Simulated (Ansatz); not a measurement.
## Ansatz run, Cs₂I₆Cl

Input file of Ansatz 0.2.0:

```yaml
crystal:
  lattice:
    - [0.0, 5.867817, 5.867817]
    - [5.867817, 0.0, 5.867817]
    - [5.867817, 5.867817, 0.0]
  atoms:
    - { symbol: I, position: [0.7563, 0.2437, 0.2437] }
    - { symbol: I, position: [0.2437, 0.7563, 0.2437] }
    - { symbol: I, position: [0.2437, 0.7563, 0.7563] }
    - { symbol: I, position: [0.7563, 0.2437, 0.7563] }
    - { symbol: I, position: [0.2437, 0.2437, 0.7563] }
    - { symbol: I, position: [0.7563, 0.7563, 0.2437] }
    - { symbol: Cl, position: [0.0, 0.0, 0.0] }
    - { symbol: Cs, position: [0.25, 0.25, 0.25] }
    - { symbol: Cs, position: [0.75, 0.75, 0.75] }
  symmetry: { tolerance: 0.0003 }
kpoints:
  mp_grid: { grid: [5, 5, 5], shift: [0, 0, 0] }
  band_path:
    path:
      - [0.0, 0.0, 0.0]
      - [0.5, 0.0, 0.5]
      - [0.625, 0.25, 0.625]
      - [0.375, 0.375, 0.75]
      - [0.0, 0.0, 0.0]
      - [0.5, 0.5, 0.5]
      - [0.5, 0.25, 0.75]
      - [0.5, 0.0, 0.5]
    npoints: 8
magnetization:
  spin_polarized: false
scf:
  occupations: { method: fermi_dirac }
  lower_state_search: "off"
  max_iter: 200
hamiltonian:
  pseudopotentials: { kind: paw }
  xc: pbe
basis:
  ecutwfc: 420
  fft_grid_basis: typed
output:
  forces: true
  stress: true
  eigenvalues: true
  bader: true
  populations: true
  elf: true
  write_potential: true
  volumetric_format: npy
  dos:
    e_range: [-12, 8]
    de: 0.05
    projected: { site_lists: { Cl: [Cl], Cs: [Cs], I: [I] } }
checkpoint:
  read: saved_state
```

The run starts from an earlier solution of this cell. 

Parts of the output:

```
Pseudopotentials: kind: paw
Pseudopotential: I, paw, valence charge 17, recommended cutoff 420 eV (normal), I.paw.azcp
Pseudopotential: Cl, paw, valence charge 7, recommended cutoff 420 eV (normal), Cl.paw.azcp
Pseudopotential: Cs, paw, valence charge 9, recommended cutoff 420 eV (normal), Cs.paw.azcp
Functional definition: PBE
  exchange = pbe_x(kappa = kappa, mu = beta*pi^2/3)
  correlation = pbe_c(beta = beta)
Crystal: 9 atoms, lattice volume = 404.073 Å³
Basis set: ecut = 420 eV, 7823 PW (Γ), exchange–correlation on 120×120×120 points (8 copies of the dense FFT grid, shifted against one another)
Bands: 77, of which v1, the nominal top of the filled ones, is band 64 counted from 1 (63 counted from 0)
Symmetry: 48 space group operations
Space group: Fm-3m (ITA 225), of the structure as read, at distance tolerance 2.2e-3 Å
k-points: 10 of 125
Initial density: read from a saved state, or passed on in memory by an earlier SCF of this step, an earlier step, the calling program or the single point that the run made first
Functional: x = pbe(κ = 0.804, μ = 0.2195), c = pbe(β = 0.0667)
SCF iter   1: F=—  Δρ=4.19e-4  dr2=1.73e-3
SCF iter   2: F=—  Δρ=1.83e-4  dr2=2.67e-4
SCF iter   3: F=—  Δρ=8.36e-5  dr2=7.13e-5
SCF iter   4: F=—  Δρ=4.24e-5  dr2=1.68e-5
SCF iter   5: F=—  Δρ=1.09e-5  dr2=1.39e-6
SCF iter   6: F=-57502.7132 eV  Δρ=2.71e-6  dr2=2.76e-8
Free energy (F): -57502.7132 eV
Harris-Foulkes:  -57502.7132 eV  (|F-HF|=4.15e-8)
Internal energy: -57502.5474 eV  (E = F + TS)
E sigma→0 (E₀):  -57502.6303 eV
Entropy (-TS):   -0.1658 eV (-18.426 meV/atom)
Fermi energy:    4.1123 eV
--- Forces (eV/Å), atoms counted from 1 ---
  atom   1  I      0.3806     0.0000     0.0000
  atom   2  I      0.0000     0.3806     0.0000
  atom   3  I     -0.3806     0.0000     0.0000
  atom   4  I      0.0000    -0.3806     0.0000
  atom   5  I      0.0000     0.0000     0.3806
  atom   6  I      0.0000     0.0000    -0.3806
  atom   7  Cl     0.0000     0.0000     0.0000
  atom   8  Cs     0.0000     0.0000     0.0000
  atom   9  Cs     0.0000     0.0000     0.0000
--- Stress (GPa, compression-positive) ---
        0.3174       0.0000       0.0000
        0.0000       0.3174       0.0000
        0.0000       0.0000       0.3174
  P = ⅓ Tr σ = 0.3174 GPa (3.174 kbar)
--- Löwdin populations: 9 sites ---
  site symbol       q [e]
     0      I     17.2047
     1      I     17.2047
     2      I     17.2047
     3      I     17.2047
     4      I     17.2047
     5      I     17.2047
     6     Cl      6.9178
     7     Cs      8.2970
     8     Cs      8.2970
  spilling = 0.0020 (of n_electrons = 127.0000)
--- Bader charges: 9 sites ---
  site symbol  charge [e]  shift [e]
     0      I     -0.2464     0.0000
     1      I     -0.2464     0.0000
     2      I     -0.2464     0.0000
     3      I     -0.2464     0.0000
     4      I     -0.2464     0.0000
     5      I     -0.2464     0.0000
     6     Cl     -0.1832     0.0000
     7     Cs      0.8309     0.0000
     8     Cs      0.8309     0.0000
```

Origin: a known structure type with other elements, at an estimated volume, so it need not be a known compound. Caveats: many states at the Fermi level without spin polarisation, so a magnetic state may lie lower.
